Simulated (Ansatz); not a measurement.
Values for one crystal, relaxed and computed with plane-wave PAW r²SCAN (Ansatz code); other levels are named.

```yaml
volume_per_atom: 18.72 Å³
electronic_character: metallic (no gap)
Gap with spin–orbit coupling: none (metallic)
Density of states at the Fermi level: 0.76 states/eV per atom (mean over ±0.08 eV)
Bulk modulus (Birch–Murnaghan fit): 135 GPa
Formation energy from the elements (no fitted shifts): -0.94 eV/atom
Pressure derivative B′: 3.8
```

Question: Which compound is it?
A. BaAlSi, P-6m2 (Ba on 1a, Al on 1f, Si on 1d)
B. SiC, rock salt
C. Zr3Si2, P4/mbm (Zr on 4h, Zr on 2a, Si on 4g)
D. NdTe, rock salt

Answer: C, Zr3Si2, P4/mbm (Zr on 4h, Zr on 2a, Si on 4g)

The workflow started from a Materials Project entry (that database holds measured and hypothetical structures alike); the Crystallography Open Database copy checked does not list it. Its standing as an ambient phase is unchecked. The r²SCAN relaxation kept the symmetry of its start; its stability against distortions is not shown here. The run is not spin-polarised. The references are the lowest solids computed at this level, not always the standard phases. Scalar-relativistic: spin–orbit coupling is off unless named, which matters more the heavier the elements.

Potentials: the later of the program's two PAW sets.
